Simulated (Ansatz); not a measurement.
# B, first-principles data

B:
```yaml
crystal:
  lattice:
    - [-2.32644, 2.32644, 2.32644]
    - [2.32644, -2.32644, 2.32644]
    - [2.32644, 2.32644, -2.32644]
  atoms:
    - { symbol: B, position: [0.00000, 0.25000, 0.50000] }
    - { symbol: B, position: [0.25000, 0.50000, 0.00000] }
    - { symbol: B, position: [0.50000, 0.00000, 0.25000] }
    - { symbol: B, position: [0.25000, 0.25000, 0.25000] }
```

Space group I4_132 (No. 214); conventional cell a = 4.653 Å, b = 4.653 Å, c = 4.653 Å, α = 90.00°, β = 90.00°, γ = 90.00°.

Method: plane-wave PAW PBE (Ansatz code). Geometry: relaxed at this level of theory. Other levels are named where they apply.

### Cell and energy

```
Quantity              Value
---------------  ----------
Volume per atom    12.59 Å³
Density          1.43 g/cm³
```

### Electronic structure

```
Quantity                                                                                           Value
----------------------------------------  --------------------------------------------------------------
Band gap                                                                              1.48 eV (indirect)
Valence-band maximum                                             on the P–H line, 18 % of the way from P
Conduction-band minimum                   on the Γ–P line, 21 % of the way from Γ (8 equivalent valleys)
Smallest direct gap on the standard path                                                         2.69 eV
Electron effective mass                                            0.58, 0.58, 2.8 mₑ (principal values)
Hole effective mass                                                0.55, 0.55, 1.1 mₑ (principal values)
```

### Mechanics

```
Property                               Result
----------------------------------  ---------
Bulk modulus (Birch–Murnaghan fit)  1070 kbar
Pressure derivative B′                    3.4
```

The start of the workflow was typed in or built on a structure type; neither database checked (COD, Materials Project) lists it. It is not the phase usual at ambient conditions (space group No. 166). The PBE relaxation kept the symmetry of its start; its stability against distortions is not shown here.

Potentials: the later of the program's two PAW sets.
